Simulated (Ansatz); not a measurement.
One crystal and one scan (scan of one atom of the cell) at two levels, PBE-D3(BJ) (plane waves to 420 eV, PAW, scalar-relativistic; Ansatz, a quantum-chemistry and plane-wave program) and PBEsol-D3(BJ) (plane waves to 420 eV, PAW, scalar-relativistic; Ansatz), each from its own relaxed cell and on its own mesh. The cell shown is that of PBE-D3(BJ).

Starting cell, BN (h-BN type, space group P6_3/mmc):

```yaml
crystal:
  lattice:
    - [2.50644, 0.00000, 0.00000]
    - [-1.25322, 2.17064, 0.00000]
    - [0.00000, 0.00000, 6.61469]
  atoms:
    - { symbol: B, position: [0.33333, 0.66667, 0.25000] }
    - { symbol: B, position: [0.66667, 0.33333, 0.75000] }
    - { symbol: N, position: [0.33333, 0.66667, 0.75000] }
    - { symbol: N, position: [0.66667, 0.33333, 0.25000] }
```

Scan: atom 4 (N, nearest neighbour B at 1.447 Å; its periodic images, 2.5 Å or more away, move with it) is displaced towards the nearest neighbour, direction (-0.866, 0.500, 0.000) in Cartesian axes, by s. The other atoms stay.

The energy includes the smearing's −TS. BN was relaxed with its symmetry unable to fall. Both scans cover s from -0.140 to 0.140 Å.

ΔE (meV/cell), each from the undisplaced structure of its own level:

```csv
s (Å),PBE-D3(BJ),PBEsol-D3(BJ)
-0.140,346,354
-0.112,229,234
-0.084,133,136
-0.056,61,62
-0.028,16,16
0.000,0,0
0.028,17,17
0.056,68,70
0.084,159,163
0.112,290,withheld
0.140,468,480
```

Problem. Estimate the PBEsol-D3(BJ) value at 0.112 from the PBE-D3(BJ) value there and the ratio of the two levels in the two nearest given rows on that side of the minimum.

Solution. At 0.084 and 0.140 the ratio PBEsol-D3(BJ)/PBE-D3(BJ) averages 1.025, which gives 1.025 × 290 = 297 meV/cell. The calculation gives 298 meV/cell, +2.8 % against PBE-D3(BJ).

(A displaced cell: forces are minus the slopes of the energy, force constants its curvatures, and phonons follow from these.)
